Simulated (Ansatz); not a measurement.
# Te3MoPt: from a guess to a relaxed structure

Computed with DFT PBE, scalar-relativistic, plane waves, PAW in Ansatz. Cutoff 420 eV, Gaussian smearing, Γ-centred meshes. Cell and atoms relax first on a coarse mesh and then on a finer one. In between, the cell is made exact in the group found at 0.06 Å. In metals the finer mesh still leaves noise of several meV/atom or more. The steps can't lower the symmetry of their start. Collinear spin is switched on along the way, since trial moments persisted in a coarse test.

A trial structure of Te3MoPt was built thus: random cell by space group and Wyckoff sites (R-3m, No. 166). Lengths were set from tabulated atomic sizes, so they are only a guess.

```
Te Mo Pt
1.0
     3.21817    1.85801    4.01084
    -3.21817    1.85801    4.01084
     0.00000   -3.71602    4.01084
Te Mo Pt
3 1 1
Direct
  0.50000 0.50000 0.00000
  0.00000 0.50000 0.50000
  0.50000 0.00000 0.50000
  0.50000 0.50000 0.50000
  0.00000 0.00000 0.00000
```

Energies over the elements count from the elements' standard structures at the same level, with no fitted energy shifts.

Task: Describe the relaxed structure.

Result: The symmetry stays R-3m (No. 166). The volume per atom shrinks by 4.9 %, from 28.8 to 27.4 Å³. The shortest distance goes from 2.73 Å (Te–Mo) to 2.68 Å (Te–Mo). Conventional cell: a = 6.377 Å, c = 11.653 Å. Te is surrounded by 2 Mo at 2.68 Å, 2 Pt at 3.19 Å and 4 Te at 3.19 Å; around Mo lie 6 Te at 2.68 Å; Pt has 6 Te at 3.19 Å.

```yaml
crystal:
  lattice:
    - [3.18826, 1.84074, 3.88438]
    - [-3.18826, 1.84074, 3.88438]
    - [0.00000, -3.68149, 3.88438]
  atoms:
    - { symbol: Te, position: [0.50000, 0.50000, 0.00000] }
    - { symbol: Te, position: [0.00000, 0.50000, 0.50000] }
    - { symbol: Te, position: [0.50000, 0.00000, 0.50000] }
    - { symbol: Mo, position: [0.50000, 0.50000, 0.50000] }
    - { symbol: Pt, position: [0.00000, 0.00000, 0.00000] }
```

Task: How does it come out in energy, and is it a metal?

Result:

| Quantity | Value |
| --- | --- |
| Energy over the elements | +0.79 eV/atom |
| Gap on the 6×6×6 mesh of the 5-atom cell | 0 eV (a metal) |
| Net moment per atom | 0.00 μB |
| Moment by site | all under 0.1 μB |

It can't be a ground state, since the elements alone are lower.

The last run used collinear spin and Gaussian smearing of 0.10 eV. Spin–orbit coupling, which can matter for Pt and Te, is left out. The reference form of Te is held partly by dispersion forces, which this level lacks. A structure relaxed within its symmetry needn't be a true minimum. Another cell of Te3MoPt relaxed alike but without spin, in P4mm, lies 0.40 eV/atom lower, so this cell isn't the stable form at this level. Site moments count only spheres around the atoms; the net moment includes the space between them.
